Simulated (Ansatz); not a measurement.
A generated cell, not matched to a known phase here, of ZrBr: Fm-3m (No. 225), cF8, rock salt type; a = 5.4801 Å, b = 5.4801 Å, c = 5.4801 Å, α = 90.00°, β = 90.00°, γ = 90.00°; Br 4a (0.000, 0.000, 0.000); Zr 4b (0.500, 0.500, 0.500). Computed with PBEsol (plane waves to 420 eV, PAW, scalar-relativistic; Ansatz, an electronic-structure program). Element references, the lowest calculated here: Zr (P6/mmm, not the ambient form), Br (Cmce).

**Question.** Estimate the formation energy of this Fm-3m form of ZrBr from the elements that PBEsol returns for this input.

**Answer.** -0.03 eV/atom.

A lower structure of this composition may exist.

Static energies, no anion corrections, no zero-point energy. Values are rounded to 0.01 eV/atom. Not shown to be the ambient phase of their composition (a lower form may be missing, and a cell relaxed within its start's symmetry can be a saddle point): ZrBr (Fm-3m). The compounds carry no spin polarisation. The relaxed primitive cell holds an odd number of electrons. A magnetic state may lie lower. No Hubbard U is applied.
